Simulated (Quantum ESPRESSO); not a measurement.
## Calculated data, Al3SiGeN3 (made-up cell)

Calculation on a made-up crystal cell, not a measurement: periodic Kohn-Sham density functional theory in plane waves with PseudoDojo standard norm-conserving scalar-relativistic pseudopotentials, each functional with its own files (v0.5 for PBE, v0.4.1 for LDA and PBEsol), no spin polarisation, no spin-orbit coupling, atoms not relaxed, stress positive in tension, energies less a fixed whole-eV offset for each atom's element; levels are Kohn-Sham levels at fractions of this cell's reciprocal vectors, counted from the reference band (half the neutral cell's valence electrons, rounded up) at Gamma; error bars cover cutoff and k-mesh only, not smearing or the files; added strain carries the atoms with the cell, and shear is the tensor component; each bar is the largest change over components, and at least 0.002 eV, 0.002 eV per angstrom or 0.02 GPa; energies are for the whole cell, and the offsets were chosen from early runs and are not element reference energies. Program: Quantum ESPRESSO 7.5.

Al3SiGeN3 (made-up cell)

```cif
# cell vector a (Å): 4.6542 0.0000 0.0000
# cell vector b (Å): 0.0000 4.6542 0.0000
# cell vector c (Å): 0.0000 0.0000 4.6542
data_Al3SiGeN3
_symmetry_space_group_name_H-M 'P 1'
_symmetry_Int_Tables_number 1
_cell_length_a 4.6542
_cell_length_b 4.6542
_cell_length_c 4.6542
_cell_angle_alpha 90.000
_cell_angle_beta 90.000
_cell_angle_gamma 90.000
_cell_volume 100.82
loop_
_atom_site_label
_atom_site_type_symbol
_atom_site_fract_x
_atom_site_fract_y
_atom_site_fract_z
_atom_site_occupancy
Al1 Al 0.98412 0.99080 0.00524 1
Al2 Al 0.00975 0.49897 0.50316 1
Al3 Al 0.49106 0.00700 0.51455 1
Ge1 Ge 0.50168 0.48485 0.01023 1
N1 N 0.27225 0.25160 0.26780 1
N2 N 0.23250 0.73965 0.74876 1
N3 N 0.73005 0.25921 0.74258 1
Si1 Si 0.76204 0.75925 0.26748 1
```

Settings of this run: lattice type zincblende/diamond, functional pbe, cutoff 1143 eV, fermi dirac smearing 0.025 eV, scf tolerance 1e-07 eV, electrons removed 0 and k mesh 4 x 4 x 4, shifted by half a step.

It finds free energy less offsets 4.739 eV; smearing term minus ts 0 eV; scf iterations 11; pressure 20.34 GPa; stress xx -19.57 GPa; stress yy -20.61 GPa; stress zz -20.83 GPa; stress yz 6.926 GPa; stress xz 4.16 GPa; stress xy 1.324 GPa; reference band 21; error bar energy 0.00361 eV; error bar stress 0.02 GPa; error bar force 0.002822 eV/Å; error bar next band up 0.002 eV; error bars from tighter rerun of a related cell.

Atoms:
```
atoms element  atom site  atom energy offset (eV)
           Al          1                      -64
           Al          2                      -64
           Al          3                      -64
           Ge          4                    -2430
            N          5                     -283
            N          6                     -283
            N          7                     -283
           Si          8                     -115
```

Forces:
```
site  x (eV/Å)  y (eV/Å)  z (eV/Å)
   1     5.689     5.526    -6.218
   2     3.733    -4.476     3.877
   3    -3.313      2.46     3.208
   4    -2.058    -1.005    -2.229
   5    -1.683   -0.3635   -0.7859
   6    0.6317    0.5671    0.7286
   7    0.8687   -0.7116    0.7243
   8    -3.869    -1.998    0.6954
```

Levels:
```
level k point  next band up (eV)
        Gamma             0.8099
(1/2,1/2,1/2)              1.487
   (0.15,0,0)              1.196
   (0,0.15,0)              1.268
   (0,0,0.15)              1.214
```
